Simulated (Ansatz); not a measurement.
Elements on the sites of an ideal bcc lattice, at a guessed lattice constant:

```
CELL_PARAMETERS angstrom
6.42639 0.00000 0.00000
0.00000 6.42639 0.00000
0.00000 0.00000 6.42639
ATOMIC_POSITIONS crystal
Ti 0.00000 0.00000 0.00000
Ti 0.50000 0.00000 0.00000
Ti 0.00000 0.50000 0.00000
Ti 0.00000 0.00000 0.50000
Ti 0.25000 0.25000 0.25000
Ti 0.50000 0.50000 0.00000
Ti 0.50000 0.00000 0.50000
Ti 0.75000 0.25000 0.25000
Ti 0.00000 0.50000 0.50000
Ti 0.25000 0.25000 0.75000
Ti 0.50000 0.50000 0.50000
Ti 0.75000 0.25000 0.75000
Ti 0.25000 0.75000 0.75000
Ti 0.75000 0.75000 0.75000
Ni 0.25000 0.75000 0.25000
Ni 0.75000 0.75000 0.25000
```

Cell and atoms were relaxed without symmetry on coarser meshes and computed once more. These are results of Ansatz 0.2.0, DFT PBEsol, scalar-relativistic, plane waves, PAW, not measurements.

Plane waves to 420 eV, a k mesh through Γ of 4×4×4 on the computed 16-atom cell and Gaussian smearing (0.10 eV); no spin polarisation.

The relaxation ran on 2×2×2 (shifted) k points with a smearing of 0.1 eV, from sites shaken by 0.02 Å.

Question: What does the relaxation give?

Answer: A volume of 15.64 Å³/atom and no gap on the mesh. The atoms leave their sites by 0.25 Å (root mean square) and 0.34 Å at most, and the cell stretches by up to 6.4 % at fixed volume.

```yaml
crystal:
  lattice:
    - [6.58885, 0.22123, -0.01653]
    - [0.22123, 6.29833, -0.00069]
    - [-0.01653, -0.00069, 6.03915]
  atoms:
    - { symbol: Ti, position: [0.98434, 0.96236, 0.02831] }
    - { symbol: Ti, position: [0.52007, 0.00635, 0.99973] }
    - { symbol: Ti, position: [0.01983, 0.53939, 0.03043] }
    - { symbol: Ti, position: [0.98113, 0.96206, 0.46902] }
    - { symbol: Ti, position: [0.22611, 0.22682, 0.25301] }
    - { symbol: Ti, position: [0.48196, 0.49543, 0.99778] }
    - { symbol: Ti, position: [0.51896, 0.00601, 0.50158] }
    - { symbol: Ti, position: [0.77481, 0.27460, 0.24633] }
    - { symbol: Ti, position: [0.01655, 0.53905, 0.47113] }
    - { symbol: Ti, position: [0.22383, 0.24375, 0.74978] }
    - { symbol: Ti, position: [0.48087, 0.49507, 0.49964] }
    - { symbol: Ti, position: [0.77707, 0.25767, 0.74963] }
    - { symbol: Ti, position: [0.25079, 0.79835, 0.74919] }
    - { symbol: Ti, position: [0.75012, 0.70308, 0.75024] }
    - { symbol: Ni, position: [0.29161, 0.76640, 0.25055] }
    - { symbol: Ni, position: [0.70932, 0.73504, 0.24890] }
```

The final mesh leaves forces up to 0.28 eV/Å and stresses up to 0.8 GPa: the relaxation ran on a coarser mesh, so the cell's shape, its bonds and its energy belong partly to that mesh.

The k mesh is coarse. Spin polarisation was left out, and a magnetic state may lie lower.

Cost: 2 runs of about 30 core-minutes in all (earlier runs that led there not counted), on Intel Xeon Platinum 8375C (Ice Lake) (shared hosts).